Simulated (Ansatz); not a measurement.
Ta₂O₅:
```
CELL_PARAMETERS angstrom
      3.66997     0.00000     0.00000
      0.00000     3.85901     0.00000
      0.00000     0.00000     6.43335
ATOMIC_POSITIONS crystal
  Ta 0.50000 0.00000 0.50000
  Ta 0.00000 0.00000 0.00000
  O  0.50000 0.50000 0.50000
  O  0.00000 0.00000 0.67924
  O  0.00000 0.00000 0.32076
  O  0.00000 0.50000 0.00000
  O  0.50000 0.00000 0.00000
```

Relaxed with PBEsol. Special points in fractions of this cell's reciprocal vectors: Γ (0.000, 0.000, 0.000); X (0.500, 0.000, 0.000); S (0.500, 0.500, 0.000); Y (0.000, 0.500, 0.000); Z (0.000, 0.000, 0.500); U (0.500, 0.000, 0.500); R (0.500, 0.500, 0.500); T (0.000, 0.500, 0.500).

Problem. List the band energies nearest the valence-band maximum at these points for DFT-PBEsol in the program Ansatz with PAW potentials.

Solution. In eV from the valence-band maximum; about four levels below and three above (degenerate sets whole), none deeper than 8.9 eV; points with the same levels are listed once.

```tsv
k	below	above
Γ	-1.66 -1.02 -0.85 -0.71	0.43 0.86 1.25
X	-2.11 -1.67 -1.28 -1.26	0.32 0.46 2.40
S	-2.32 -1.60 -1.02 0.00	0.53 3.50 3.55
Y	-2.49 -1.62 -1.42 -0.88	0.68 2.15 3.92
Z	-2.01 -1.40 -0.87 -0.71	0.87 1.13 1.55
U	-2.20 -1.59 -1.31 -1.10	0.37 0.83 1.50
R	-3.34 -2.37 -0.94 0.00	0.91 3.29 3.58
T	-2.61 -1.67 -1.65 -1.56	1.33 2.79 3.92
```

Space group Pmmm. The first step of the workflow began from a Materials Project structure, measured or hypothetical; the Crystallography Open Database copy checked does not list it. COD files the formula under space group No. 49, so this cell is another polymorph or a model. Its standing as an ambient phase is unchecked. The cell was relaxed with PBEsol under the symmetry of its start. At this level the phase is dynamically unstable (imaginary phonons). No spin polarisation was allowed. Scalar-relativistic: spin–orbit coupling is off unless named, which matters more the heavier the elements.

Potentials: the later of the program's two PAW sets.
